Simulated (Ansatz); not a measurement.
AlBi₂Se₃:
```cif
data_AlBi2Se3
_chemical_formula_sum 'Se3 Bi2 Al1'
_space_group_name_H-M_alt 'P 1'
_space_group_IT_number 1
_cell_length_a 3.69467
_cell_length_b 3.69467
_cell_length_c 12.08506
_cell_angle_alpha 90.000
_cell_angle_beta 90.000
_cell_angle_gamma 120.000
loop_
_space_group_symop_operation_xyz
  'x, y, z'
loop_
_atom_site_label
_atom_site_type_symbol
_atom_site_fract_x
_atom_site_fract_y
_atom_site_fract_z
_atom_site_occupancy
Se1 Se 0.33333 0.66667 0.61810 1
Bi1 Bi 0.66667 0.33333 0.82660 1
Se2 Se 0.00000 0.00000 0.00000 1
Bi2 Bi 0.33333 0.66667 0.17340 1
Se3 Se 0.66667 0.33333 0.38190 1
Al1 Al 0.00000 0.00000 0.50000 1
```

Relaxed with PBE+D3(BJ).

Q: Decompose the optical modes at the zone centre into irreducible representations, and say which are infrared and Raman allowed.

A: Point group -3m: Γ_opt = 2A1g + 3A2u + 2Eg + 3Eu. Infrared: A2u, Eu. Raman: A1g, Eg.

Q: Assign frequencies (DFPT, DFT-PBE+D3(BJ) in the program Ansatz with PAW potentials).

A: Eu 29i, Eg 44, Eu 49, A2u 57, A2u 102, A1g 102, Eg 103, A1g 171, Eu 247, A2u 330 cm⁻¹.

Space group P-3m1. The cell is a constructed one: a structure type filled with these elements; neither database checked (COD, Materials Project) lists it. Whether it is the stable phase at ambient conditions was not checked. The PBE+D3(BJ) relaxation kept the symmetry of its start; of distortions, only those at the zone centre were tested, and some modes there are weakly imaginary. With an odd number of electrons in the cell and no spin polarisation, the count alone makes it a metal. As this level gives no gap, phonon frequencies hold no LO–TO term and depend on the k-mesh and smearing (Fermi–Dirac, 0.1 eV here). Spin–orbit coupling is left out wherever it is not named.

Potentials: the later of the program's two PAW sets.
